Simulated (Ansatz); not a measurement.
KI (rock salt, Fm-3m), the program Ansatz at the PBE level (PAW): ε∞ = 2.80, cell volume 92.63 Å³. Infrared-active transverse modes:

| ω_TO (cm⁻¹) | oscillator strength S_xx (e²/amu) |
|---|---|
| 87.8 | 0.04472 |

Task: Compute the static dielectric constant.

Result: Each mode adds (4.921e7/V) S/ω²: 3.08. So ε0 = 5.88.

Task: What LO frequency does the Lyddane–Sachs–Teller relation give?

Result: ω_LO = ω_TO √(ε0/ε∞) = 127 cm⁻¹.

The PBE relaxation kept the symmetry of its start; phonons on a q-mesh show no instability. Scalar-relativistic: spin–orbit coupling is off unless named, which matters more the heavier the elements.

Potentials: the later of the program's two PAW sets.
